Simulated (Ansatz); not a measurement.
Given:

MoPt (rock salt, Fm-3m), a = 5.216 Å, b = 5.216 Å, c = 5.216 Å, α = 90.00°, β = 90.00°, γ = 90.00°; the cell used has 2 atoms.

This is the r²SCAN-relaxed structure.

### Question
All from the program Ansatz at the r²SCAN level (PAW), unless another level is named. Estimate the formation energy from the elements (no fitted shifts).

### Answer
0.73 eV/atom.

### Question
Give the density of states at the Fermi level.

### Answer
1.7 states/eV per atom (mean over ±0.08 eV).

### Question
Next, the gap with spin–orbit coupling?

### Answer
none (metallic).

The start of the workflow was typed in or built on a structure type; neither database checked (COD, Materials Project) lists it. Its standing as an ambient phase is unchecked. The r²SCAN relaxation kept the symmetry of its start; whether a distortion lowers the energy is not shown. The run is not spin-polarised. The volume moved by 16 % from the start of the relaxation. Its formation energy is positive at this level, so the cell may be metastable or incomplete. The references are the lowest solids computed at this level, not always the standard phases. Scalar-relativistic: spin–orbit coupling is off unless named, which matters more the heavier the elements.

Potentials: the earlier of the program's two PAW sets.
